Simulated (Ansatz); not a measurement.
One stationary structure of CsAu. Computed with r2SCAN (plane waves to 500 eV, PAW, scalar-relativistic; Ansatz, a first-principles code).

```cif
data_AuCs
_chemical_formula_sum 'Cs1 Au1'
_space_group_name_H-M_alt 'P 1'
_space_group_IT_number 1
_cell_length_a 4.27453
_cell_length_b 4.27453
_cell_length_c 4.27453
_cell_angle_alpha 90.000
_cell_angle_beta 90.000
_cell_angle_gamma 90.000
loop_
_space_group_symop_operation_xyz
  'x, y, z'
loop_
_atom_site_label
_atom_site_type_symbol
_atom_site_fract_x
_atom_site_fract_y
_atom_site_fract_z
_atom_site_occupancy
Cs1 Cs 0.00000 0.00000 0.00000 1
Au1 Au 0.50000 0.50000 0.50000 1
```

Task: Determine the symmetry and give the standard cell with its independent sites.

Result: Space group Pm-3m (No. 221); a = b = c = 4.275 Å, α = β = γ = 90.00°

| atom | site | symmetry | x | y | z |
|---|---|---|---|---|---|
| Cs | 1a | m-3m | 0.0000 | 0.0000 | 0.0000 |
| Au | 1b | m-3m | 0.5000 | 0.5000 | 0.5000 |

This is the CsCl type.

Task: Give the shortest distances between elements (the closest pairs, up to four, under 3.6 Å).

Result: .

Volume per atom: 39.05 Å³
Band gap: 1.32 eV, indirect (valence top at R, conduction bottom at X) (no spin-orbit coupling)
Smallest direct gap: 1.88 eV at R

No spin polarisation in the result. Without spin-orbit coupling the bands of the heavy element are not split, so the gap can be far off.

Measured for CsAu: a 4.258 Å (room temperature; as listed in Zeitschrift fuer Anorganische und Allgemeine Chemie 619, 1095 (1993)). Computed minus measured — a: r2SCAN +0.4 %. The computed values are for a static lattice.

The run could not lose the symmetry of its start; a randomly shaken copy of 2 atoms returns to this structure.

All atoms sit on sites fixed by symmetry, so only the cell could relax.
